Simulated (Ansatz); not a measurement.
## Yb, bcc: geometry optimisation

These are results of DFT, PBEsol, plane waves (420 eV) with PAW, scalar-relativistic (Ansatz), not measurements. The PAW files were generated under PBE, with cores re-solved for the functional.

k-point mesh 10×10×10, Fermi-Dirac smearing 0.1 eV, no spin polarisation. Cell and atoms relax.

Starting structure:

```xyz
1
Lattice="-2.1772 2.1772 2.1772 2.1772 -2.1772 2.1772 2.1772 2.1772 -2.1772" Properties=species:S:1:pos:R:3 pbc="T T T"
Yb    0.0000    0.0000    0.0000
```

Q: The pressure at the start is -3.6 GPa. By how much does the volume change?

A: From 41.28 to 31.79 Å³ per atom, -23.0 %. The final cell has a = 3.991 Å.

Q: How much energy does the relaxation gain?

A: 133.1 meV per atom.
